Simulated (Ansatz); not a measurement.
Given:

Si:
```cif
data_Si8
_chemical_formula_sum 'Si8'
_space_group_name_H-M_alt 'Fd-3m :1'
_space_group_IT_number 227
_space_group_name_Hall 'F 4d 2 3 -1d'
_cell_length_a 5.42134
_cell_length_b 5.42134
_cell_length_c 5.42134
_cell_angle_alpha 90.000
_cell_angle_beta 90.000
_cell_angle_gamma 90.000
loop_
_atom_site_label
_atom_site_type_symbol
_atom_site_symmetry_multiplicity
_atom_site_Wyckoff_symbol
_atom_site_fract_x
_atom_site_fract_y
_atom_site_fract_z
_atom_site_occupancy
Si1 Si 8 a 0.00000 0.00000 0.00000 1
```
(The calculation used a cell of 2 atoms; values per cell refer to that cell.)

This is the PBE+D3(BJ)-relaxed structure.

Task: All from PBE+D3(BJ) in the plane-wave PAW code Ansatz, unless another level is named. Give the band gap.

Result: 0.56 eV (indirect).

Task: And the smallest direct gap on the standard path?

Result: 2.56 eV.

Task: And the valence-band maximum?

Result: at Γ.

Task: Give the conduction-band minimum.

Result: on the Γ–X line, 84 % of the way from Γ (6 equivalent valleys).

The PBE+D3(BJ) relaxation kept the symmetry of its start.

Potentials: the earlier of the program's two PAW sets.
